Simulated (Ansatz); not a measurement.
The start is a randomly generated symmetric cell of Cu (space group No. 123). The cell and all atomic positions are relaxed at zero pressure with r2SCAN (plane waves to 500 eV, PAW, scalar-relativistic; Ansatz, a quantum-chemistry and plane-wave program). The first steps use a coarse 14×14×12 k-mesh.

The start:
```yaml
crystal:
  lattice:
    - [2.27497, 0.00000, 0.00000]
    - [0.00000, 2.27497, 0.00000]
    - [0.00000, 0.00000, 2.68256]
  atoms:
    - { symbol: Cu, position: [0.50000, 0.50000, 0.50000] }
```

### Question
What pressure does the first self-consistent step give?

### Answer
+2.4 GPa (positive: the cell is compressed).

### Question
Does the structure survive the relaxation? Give the final space group.

### Answer
The space group goes from P4/mmm (No. 123) to Pm-3m (No. 221); the end is AFLOW prototype A_cP1_221_a (A_h), with 1 atom in the primitive cell.

### Question
How does the volume per atom move from start to end?

### Answer
-4.1 %, from 13.88 to 13.32 Å³/atom.

### Question
How do the shortest distances between atoms change?

### Answer
The closest pairs of elements (up to four, under 3.6 Å), start → end: Cu–Cu 2.27 → 2.37 Å.

### Question
Is the relaxed structure metallic? Give its gap.

### Answer
Zero (metallic).

### Question
Write out the relaxed structure.

### Answer

Space group Pm-3m (No. 221); a = 2.3703 Å, b = 2.3703 Å, c = 2.3703 Å, α = 90.00°, β = 90.00°, γ = 90.00°

```csv
atom,site,symmetry,x,y,z
Cu,1b,m-3m,0.5000,0.5000,0.5000
```

Final values are on a 19×19×19 k-mesh of the relaxed cell. No spin polarisation in the result.

The run could not lower the symmetry of its start; a shaken copy of this end point relaxes with r2SCAN to Fm-3m (No. 225), 0.51 eV/atom lower.

The relaxed structure here is a generated cell of Cu: the first start was made by a random draw of sites in a space group, and the end was not matched to a known phase here, so it may be hypothetical. Known forms of Cu include space group No. 225.
